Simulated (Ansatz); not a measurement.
TlBiTe2 (space group R-3m)

```
TlBiTe2
1.0
    2.23212     1.28872     7.54702
   -2.23212     1.28872     7.54702
    0.00000    -2.57743     7.54702
Tl Bi Te
1 1 2
Direct
  0.50000   0.50000   0.50000
  0.00000   0.00000   0.00000
  0.74432   0.74432   0.74432
  0.25568   0.25568   0.25568
```

The slice is a (0001) plane (indices of the conventional cell) through the point (0.256, 0.256, 0.256) (fractional), spanned by u = [1 0 -1] and v = [-1 2 -1] in vectors of this cell: u (4.46 Å) and v (7.73 Å, at 90° to u). It covers one period; positions are fractions (u, v).

Method: LDA (plane waves to 420 eV, PAW, scalar-relativistic; Ansatz, a first-principles code). k mesh 9×9×9. Near the nuclei the fields are pseudised (PAW); where an atom keeps semicore shells as valence, they peak there. Spin-orbit coupling is left out, though Bi and Te and Tl are heavy. TlBiTe2 was relaxed with its symmetry unable to fall.

Problem. Sketch the electrostatic potential energy of an electron, from the cell's mean on this plane as a map.

Solution. 
| v \ u | 0.00 | 0.17 | 0.33 | 0.50 | 0.67 | 0.83 |
|---|---|---|---|---|---|---|
| 0.90 | x | <-2.0 | 4.8 | 5.3 | 4.8 | <-2.0 |
| 0.80 | 4.4 | 5.5 | 5.7 | 5.0 | 5.7 | 5.5 |
| 0.70 | 6.4 | 6.3 | 5.4 | 4.1 | 5.4 | 6.3 |
| 0.60 | 6.4 | 5.3 | <-2.0 | x | <-2.0 | 5.3 |
| 0.50 | 6.2 | 3.8 | x | x | x | 3.8 |
| 0.40 | 5.3 | 4.8 | <-2.0 | x | <-2.0 | 4.8 |
| 0.30 | 5.0 | 5.7 | 5.5 | 4.4 | 5.5 | 5.7 |
| 0.20 | 4.1 | 5.4 | 6.3 | 6.4 | 6.3 | 5.4 |
| 0.10 | x | <-2.0 | 5.3 | 6.4 | 5.3 | <-2.0 |
| 0.00 | x | x | 3.8 | 6.2 | 3.8 | x |

Values: electrostatic potential energy of an electron, from the cell's mean, in eV. Points within 1 Å of a nucleus are blanked (x), as the pseudised field means little there. Values under -2 eV are set to -2. The zero, the cell's mean, hangs on the PAW cores.
